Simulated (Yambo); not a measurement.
```
CELL_PARAMETERS angstrom
      0.00000     2.55945     2.55945
      2.55945     0.00000     2.55945
      2.55945     2.55945     0.00000
ATOMIC_POSITIONS crystal
  O  0.00000 0.00000 0.00000
  Sr 0.50000 0.50000 0.50000
```

SrO (rock salt, space group Fm-3m, No. 225): mean Im ε in 1 eV windows above the direct gap of 5.09 eV, for different electron-hole kernels (Yambo, broadening 0.15 eV, PBEsol (Quantum ESPRESSO, PseudoDojo norm-conserving, 84 Ry, with spin-orbit coupling) bands; 6×6×6 mesh, 6 valence and 8 conduction bands, static screening with 40 bands and a 4 Ry block, scissor 1.87 eV, Tamm-Dancoff; field along x).

```tsv
window (eV)	independent quasiparticles	RPA (no attraction)	BSE
5.1 to 6.1	1.0	0.9	3.0
6.1 to 7.1	1.8	1.5	3.8
7.1 to 8.1	2.7	2.4	3.4
8.1 to 9.1	3.5	3.0	2.6
9.1 to 10.1	3.2	3.1	2.2
```

This run doesn't resolve bound excitons or single peaks, so only averages are given, and they too depend on the mesh; weight that the attraction moves below the gap isn't listed. All transitions below 10.32 eV are in the band window. The scissor comes from a G0W0 run whose convergence isn't established.

Geometry relaxed with PBEsol.
